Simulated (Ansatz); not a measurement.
# Ba: two-dimensional strain map

The calculation used Ansatz, DFT LDA, scalar-relativistic, plane waves, PAW. The runs took a 420 eV cutoff, a Γ-centred 14×14×14 mesh and Gaussian smearing (0.15 eV). No spin polarisation. Energies are free energies at this smearing, counted from the undisturbed cell; pressure is positive in compression.

The starting cell (as given, not relaxed at this level; it stands at -1.6 GPa; this fcc form isn't the usual structure):

```
Ba
1.0
     0.00000    3.23267    3.23267
     3.23267    0.00000    3.23267
     3.23267    3.23267    0.00000
Ba
1
Direct
  0.00000 0.00000 0.00000
```

The cell is strained by p along both x and y and by q along z, fractional coordinates fixed. Points are written (p, q).

Energy above the undisturbed cell in meV/atom (a dash: not computed):

```csv
p \ q,-0.050,0.000,0.050
-0.050,-69.7,-52.7,-25.8
0.000,-30.1,0.0,37.0
0.050,35.2,78.5,–
```

Pressure in GPa:

```csv
p \ q,-0.050,0.000,0.050
-0.050,-0.6,-1.0,-1.3
0.000,-1.3,-1.6,-1.8
0.050,-1.8,-2.0,–
```